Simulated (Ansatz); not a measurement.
BeS in space group P6_422 (No. 181; Be on 3c, S on 3d), PBE+D3(BJ) (plane waves, PAW; program Ansatz). The conduction-band minimum lies on the M–K line, 9 % of the way from M, with 6 equivalent valleys. Second derivatives d²E/dk² of the lowest band at one valley (eV·Å²), along Cartesian directions:

| direction | d²E/dk² |
|---|---|
| [100] | 20.11 |
| [010] | 13.50 |
| [001] | 26.14 |
| [110] | 16.87 |
| [101] | 23.22 |
| [011] | 19.79 |

Find the principal effective masses, the density-of-states mass and the conductivity mass.

Off-diagonal terms follow from H_xy = H[110] − (H_xx + H_yy)/2, and m*/mₑ = 7.620 eV·Å² over each eigenvalue: 0.29, 0.38, 0.56. One valley's DOS mass (m₁m₂m₃)^(1/3) = 0.40, conductivity mass 3/(Σ 1/mᵢ) = 0.38 mₑ.

What effective density of states Nc follows at 300 K for parabolic valleys?

Nc = 2.509e19 × 6 × (0.40)^(3/2) ≈ 3.8e19 cm⁻³.

The start of the workflow was typed in or built on a structure type; neither database checked (COD, Materials Project) lists it. COD files the formula under space group No. 216, so this cell is another polymorph or a model. Whether it is the stable phase at ambient conditions was not checked. The PBE+D3(BJ) relaxation kept the symmetry of its start; its stability against distortions is not shown here.

Potentials: the earlier of the program's two PAW sets.

Edges and masses are those of Kohn–Sham bands, whose gap is no quasiparticle gap.
